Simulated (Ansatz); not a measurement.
## NaC3SN3: input and output

input.yaml (Ansatz 0.2.0)

```yaml
crystal:
  lattice:
    - [6.783915, 0.0, 0.0]
    - [-3.391958, 5.875049, 0.0]
    - [-3.391958, 1.95835, 6.581831]
  atoms:
    - { symbol: S, position: [0.0, 0.0, 0.0] }
    - { symbol: S, position: [0.5, 0.5, 0.50001] }
    - { symbol: "N", position: [0.43674, 0.27566, 0.30972] }
    - { symbol: "N", position: [0.72434, 0.85136, 0.30972] }
    - { symbol: "N", position: [0.14864, 0.56326, 0.30972] }
    - { symbol: "N", position: [0.56326, 0.72434, 0.69028] }
    - { symbol: "N", position: [0.27566, 0.14864, 0.69028] }
    - { symbol: "N", position: [0.85136, 0.43674, 0.69028] }
    - { symbol: C, position: [0.2913, 0.1839, 0.1791] }
    - { symbol: C, position: [0.8161, 0.9283, 0.1791] }
    - { symbol: C, position: [0.0717, 0.7087, 0.1791] }
    - { symbol: C, position: [0.7087, 0.8161, 0.8209] }
    - { symbol: C, position: [0.1839, 0.0717, 0.8209] }
    - { symbol: C, position: [0.9283, 0.2913, 0.8209] }
    - { symbol: Na, position: [0.19424, 0.80576, 0.58272] }
    - { symbol: Na, position: [0.80576, 0.19424, 0.41728] }
  symmetry: { tolerance: 0.0003 }
kpoints:
  mp_grid: { grid: [5, 5, 5], shift: [0, 0, 0] }
magnetization:
  spin_polarized: false
scf:
  occupations: { method: fermi_dirac }
  lower_state_search: "off"
  max_iter: 200
hamiltonian:
  pseudopotentials: { kind: paw }
  xc: pbe
total_charge: 1
basis:
  ecutwfc: 420
  fft_grid_basis: typed
output:
  forces: true
  stress: true
  eigenvalues: true
  populations: true
  elf: true
  write_potential: true
  volumetric_format: npy
  dos:
    e_range: [-12, 8]
    de: 0.05
    projected: { site_lists: { C: [C], "N": ["N"], Na: [Na], S: [S] } }
checkpoint:
  read: saved_state
```

The saved state is an earlier solution for the same cell, perhaps on another mesh. 

Output (shortened):

```
SCF iter   1: F=—  Δρ=8.17e-4  dr2=1.35e-3
SCF iter   2: F=—  Δρ=4.39e-4  dr2=5.72e-4
SCF iter   3: F=—  Δρ=2.11e-4  dr2=3.20e-4
SCF iter   4: F=—  Δρ=1.47e-4  dr2=1.51e-4
SCF iter   5: F=—  Δρ=5.82e-5  dr2=1.55e-5
SCF iter   6: F=—  Δρ=1.55e-5  dr2=6.31e-7
SCF iter   7: F=-8575.0216 eV  Δρ=5.66e-6  dr2=8.51e-8
Free energy (F): -8575.0216 eV
Harris-Foulkes:  -8575.0216 eV  (|F-HF|=3.08e-8)
Internal energy: -8574.7594 eV  (E = F + TS)
E sigma→0 (E₀):  -8574.8905 eV
Entropy (-TS):   -0.2622 eV (-16.387 meV/atom)
Fermi energy:    2.8523 eV
--- Per-component energies (eV) ---
  E_band       = -803.3553
  E_kinetic    = 1712.0240
  E_local      = -6196.8288  (includes V_loc(G=0)·N_el)
  E_nonlocal   = 742.0296
  E_hartree    = 2113.6132
  E_xc         = -890.0621
  E_vxc        = -1047.9544  (∫ρ·V_xc dr)
  E_paw        = -3081.5243  (= ΣΔE_a)
  E_vpaw       = -239.8471  (= ΣTr[D̂ρ^β])
  E_aug_tail   = 0.0006  (compensation charges beyond the density's cutoff)
  E_ewald      = -2974.0116
  E_smearing   = -0.2622  (= −TS)
  E_deformation_potential = 8.8337  (in the stress; not in F)
--- Forces (eV/Å), atoms counted from 1 ---
  atom   1  S      0.0000     0.0000     0.0000
  atom   2  S      0.0000     0.0000     0.0000
  atom   3  N      0.3026    -1.3363    -0.8917
  atom   4  N      1.0059     0.9302    -0.8917
  atom   5  N     -1.3086     0.4060    -0.8917
  atom   6  N     -0.3026     1.3363     0.8917
  atom   7  N     -1.0059    -0.9302     0.8917
  atom   8  N      1.3086    -0.4060     0.8917
  atom   9  C      0.3065     1.2048     0.8954
  atom  10  C     -1.1966    -0.3370     0.8954
  atom  11  C      0.8901    -0.8678     0.8954
  atom  12  C     -0.3065    -1.2048    -0.8954
  atom  13  C      1.1966     0.3370    -0.8954
  atom  14  C     -0.8901     0.8678    -0.8954
  atom  15  Na     0.0000     0.0000     0.1115
  atom  16  Na     0.0000     0.0000    -0.1115
--- Stress (GPa, compression-positive) ---
        2.1953       0.0000       0.0000
        0.0000       2.1953       0.0000
        0.0000       0.0000      -0.6440
  P = ⅓ Tr σ = 1.2489 GPa (12.489 kbar)
--- Löwdin populations: 16 sites ---
  site symbol       q [e]
     0      S      4.8508
     1      S      5.4033
     2      N      5.1968
     3      N      5.1968
     4      N      5.1968
     5      N      5.1968
     6      N      5.1968
     7      N      5.1968
     8      C      4.0551
     9      C      4.0551
    10      C      4.0551
    11      C      4.0551
    12      C      4.0551
    13      C      4.0551
    14     Na      8.2230
    15     Na      8.2230
  spilling = 0.0095 (of n_electrons = 83.0000)
```

Origin: a known structure type with other elements, at an estimated volume, so it need not be a known compound. Caveats: many states at the Fermi level without spin polarisation, so a magnetic state may lie lower; atoms or cell far from equilibrium; charged cell with a uniform background.
